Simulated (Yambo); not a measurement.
Material: AgBr (rock salt, space group Fm-3m, No. 225) under isotropic strain of +1 % on all lattice vectors; a = b = c = 4.0529 Å, α = β = γ = 60.00° (2 atoms in the cell). The PBEsol cell relaxed from Materials Project entry mp-23231 was given an isotropic strain of +1 % on all lattice vectors, and the atoms were relaxed again.

With PBEsol (Quantum ESPRESSO, PseudoDojo norm-conserving, 82 Ry, no spin-orbit coupling), the gap between the mesh's edge points (L → Γ) is 0.502 eV.

Task: Estimate the G0W0 gap between the same points from Yambo (4×4×4 Γ-centred k mesh, bands 5 to 114 and a 10 Ry block in the screening, 114 bands in G with the Bruneval-Gonze terminator, plasmon pole fitted at 27.2 eV).

Result: The correction is 1.300 eV, giving 1.802 eV, 3.6 times the PBEsol value.  Convergence of the G0W0 settings was not tested. Spin-orbit splittings are left out.
